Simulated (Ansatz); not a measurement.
SiS$_{2}$:
```yaml
crystal:
  lattice:
    - [-2.77731, 2.77731, 4.34815]
    - [2.77731, -2.77731, 4.34815]
    - [2.77731, 2.77731, -4.34815]
  atoms:
    - { symbol: Si, position: [0.75000, 0.25000, 0.50000] }
    - { symbol: Si, position: [0.00000, 0.00000, 0.00000] }
    - { symbol: S, position: [0.09261, 0.12500, 0.46761] }
    - { symbol: S, position: [0.87500, 0.34261, 0.96761] }
    - { symbol: S, position: [0.65739, 0.62500, 0.53239] }
    - { symbol: S, position: [0.37500, 0.90739, 0.03239] }
```

Relaxed with r²SCAN.

Tabulate the valence density and the electron localisation function along the shortest Si–S contact (2.14 Å), r²SCAN in the plane-wave PAW code Ansatz.



| distance from Si (Å) | density (e/Å³) | ELF |
|---|---|---|
| 0.21 | 0.08 | 0.30 |
| 0.32 | 0.15 | 0.23 |
| 0.43 | 0.25 | 0.33 |
| 0.53 | 0.38 | 0.55 |
| 0.64 | 0.50 | 0.75 |
| 0.75 | 0.60 | 0.85 |
| 0.86 | 0.68 | 0.89 |
| 0.96 | 0.75 | 0.90 |
| 1.07 | 0.83 | 0.90 |
| 1.18 | 0.94 | 0.90 |
| 1.28 | 1.07 | 0.89 |
| 1.39 | 1.19 | 0.86 |
| 1.50 | 1.25 | 0.80 |
| 1.60 | 1.19 | 0.66 |
| 1.71 | 0.99 | 0.41 |
| 1.82 | 0.66 | 0.14 |
| 1.92 | 0.31 | 0.02 |

The density is the valence pseudo-density with augmentation charge, so density and ELF within about 1 Å of a nucleus are not all-electron values.

Space group I-42d. The workflow started from a Materials Project entry (that database holds measured and hypothetical structures alike); the Crystallography Open Database files this formula in space group No. 122, but the cells were not matched. Whether it is the stable phase at ambient conditions was not checked. Symmetry was held in the r²SCAN relaxation; whether a distortion lowers the energy is not shown.

Potentials: the later of the program's two PAW sets.
